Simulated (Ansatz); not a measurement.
# Nuclear-site quantities of Sc as the cell is scaled

```
CELL_PARAMETERS angstrom
3.30880 0.00000 0.00000
-1.65440 2.86550 0.00000
0.00000 0.00000 5.26800
ATOMIC_POSITIONS crystal
Sc 0.33333 0.66667 0.25000
Sc 0.66667 0.33333 0.75000
```

Atom numbers follow the list: Sc1, Sc2.

The conventional cell has a = 3.309 Å, b = 3.309 Å, c = 5.268 Å, α = 90.00°, β = 90.00°, γ = 120.00°. Sc (atom 1) has 12 Sc at 3.25 to 3.31 Å as nearest neighbours.

The cell comes from COD entry 9011704, which wasn't checked; take it as a given geometry.

All numbers below come from Ansatz 0.2.0, DFT, LDA, all-electron PAW with datasets made for the crystal, scalar-relativistic.

Numerical set-up: a Γ-centred 13×13×7 k mesh, Fermi–Dirac smearing of 0.03 eV, cutoff 220 eV (chosen by the program for this cell), no spin polarisation.

The contact density is the mean electron density over the nuclear volume; its changes follow the s electrons' response to bonding and compression. Changes below are taken from the unscaled cell, where it is 48284.2 e/Å³ at Sc1.

The datasets are made afresh for each cell, so very small changes are uncertain.

Q: Does compression raise or lower the contact density at Sc1?

A: It raises it, by 1.21 e/Å³ over the whole range.

Q: Tabulate the changes with volume.

A: 
```csv
V/V(cell),P (GPa),Δρ(0) Sc1 (e/Å³)
0.9400,-2.3,0.66
0.9600,-3.4,0.43
0.9800,-4.4,0.21
0.9900,-4.8,0.10
1.0000,-5.3,0.00
1.0100,-5.7,-0.11
1.0200,-6.1,-0.19
1.0400,-6.9,-0.38
1.0600,-7.5,-0.55
```
